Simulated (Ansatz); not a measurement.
BAs:
```yaml
crystal:
  lattice:
    - [0.00000, 2.39195, 2.39195]
    - [2.39195, 0.00000, 2.39195]
    - [2.39195, 2.39195, 0.00000]
  atoms:
    - { symbol: As, position: [0.75000, 0.75000, 0.75000] }
    - { symbol: B, position: [0.00000, 0.00000, 0.00000] }
```

Relaxed with r²SCAN.

Task: Map the valence electron density (e/Å³), cut off at 1 on the plane through (0.750, 0.750, 0.750) spanned by u = [1, 0, 0] and v = [-1, 1, 1] in lattice vectors, from the program Ansatz at the r²SCAN level (PAW).

Result: x is the fraction of u, y of v (the angle between them is 90°; rows are the nearest grid lines); atoms in the plane: As at (0.00, 0.00), B at (0.50, 0.25).
```
|999995322223599999|
|999984211112489999|
|999953110011359999|
|999632100001236999|
|985321000000123589|
|443210000000012344|
|221100000000001122|
|111000000000000111|
|000000000000000000|
|000000000000000000|
|000000000000000000|
|000000011110000000|
|000001123321100000|
|000011234432110000|
|000012355553210000|
|001123456654321100|
|111234554455432111|
|222345652256543222|
|444556764467655444|
|987777776677777789|
|999987766667789999|
|999986554455689999|
|999996433334699999|
|999995322223599999|
```
Scale: ten equal steps from 0.032 (start of '0') to 1.00 (end of '9'), in the order '0123456789'; x runs from 0.000 to 1.00, y from 0.000 (bottom) to 1.00 (top).

The density is the valence pseudo-density with augmentation charge, so density and ELF within about 1 Å of a nucleus are not all-electron values.

Space group F-43m (zinc blende). The r²SCAN relaxation kept the symmetry of its start.

Potentials: the later of the program's two PAW sets.
